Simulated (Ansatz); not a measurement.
## Zincblende alloy of InAs and AlAs (12 of 32 In sites exchanged), 64 atoms

Ansatz, PAW, plane waves. PBEsol relaxation of volume and atoms (shape held) at the single k point (¼, ¼, ¼) without its symmetry partners; single points on the relaxed atoms at the single k point (¼, ¼, ¼) without its symmetry partners, onto which points of the small cell's zone fold. Arrangement: quasirandom. No spin–orbit coupling unless named.

Relaxed structure:

```
CELL_PARAMETERS angstrom
11.85116 0.00000 0.00000
0.00000 11.85116 0.00000
0.00000 0.00000 11.85116
ATOMIC_POSITIONS crystal
Al 0.99537 0.00036 0.99917
Al 0.99873 0.49527 0.49941
Al 0.50231 0.00235 0.49802
Al 0.24796 0.25159 0.50318
Al 0.75115 0.24688 0.49911
Al 0.24415 0.49531 0.74457
Al 0.74947 0.99764 0.25205
Al 0.75087 0.00389 0.74718
Al 0.75182 0.50233 0.25449
Al 0.99813 0.24916 0.74502
Al 0.99504 0.74921 0.25039
Al 0.50444 0.75177 0.25257
In 0.99648 0.00429 0.50012
In 0.00127 0.50022 0.99971
In 0.50539 0.99930 0.00315
In 0.49976 0.50356 0.00227
In 0.50047 0.49834 0.49896
In 0.24491 0.25073 0.99699
In 0.24892 0.75076 0.00187
In 0.24888 0.74900 0.49917
In 0.75575 0.24674 0.99990
In 0.75275 0.75566 0.00764
In 0.75108 0.75304 0.49407
In 0.24961 0.99888 0.25240
In 0.24840 0.00454 0.74845
In 0.24818 0.50242 0.25532
In 0.75431 0.49508 0.74564
In 0.99635 0.25047 0.25388
In 0.00098 0.74988 0.75004
In 0.50387 0.24969 0.25748
In 0.50064 0.24869 0.74366
In 0.49911 0.75193 0.74954
As 0.11602 0.11934 0.11975
As 0.12397 0.13727 0.62355
As 0.11797 0.63124 0.13234
As 0.12215 0.61306 0.62239
As 0.63367 0.12013 0.13317
As 0.63152 0.12003 0.61697
As 0.62716 0.62720 0.13953
As 0.62691 0.62538 0.62352
As 0.37310 0.37317 0.12769
As 0.36379 0.37489 0.62266
As 0.38332 0.86848 0.13170
As 0.37951 0.88290 0.61785
As 0.86956 0.38278 0.13136
As 0.87977 0.36530 0.61585
As 0.88198 0.88430 0.13509
As 0.86968 0.88080 0.63030
As 0.37304 0.12707 0.38954
As 0.37776 0.12491 0.87684
As 0.38344 0.63239 0.37003
As 0.36442 0.61768 0.86605
As 0.86070 0.12356 0.37378
As 0.88156 0.11981 0.86624
As 0.88177 0.61899 0.37127
As 0.87242 0.62571 0.87622
As 0.12551 0.37366 0.38712
As 0.12013 0.37378 0.86110
As 0.11444 0.86847 0.37061
As 0.11966 0.88234 0.88096
As 0.64019 0.37631 0.37887
As 0.62526 0.37332 0.87501
As 0.61903 0.88232 0.36873
As 0.63356 0.88155 0.86932
```

Task: What are the mean bond lengths by pair (pairs within 1.2 times the sum of covalent radii, less contacts 15 % beyond the pair's median; cation–cation pairs of compounds aside; long ionic contacts are cut short by that bound)?

Result: Al–As 2.481 ± 0.020 Å (standard deviation, 48 bonds); As–In 2.621 ± 0.017 Å (standard deviation, 80 bonds).

Task: What gap lies between the top filled and the lowest empty level in the single points?

Result: HSE06 2.27 eV (71 s on NVIDIA H100). Away from Γ this isn't the crystal's band gap.
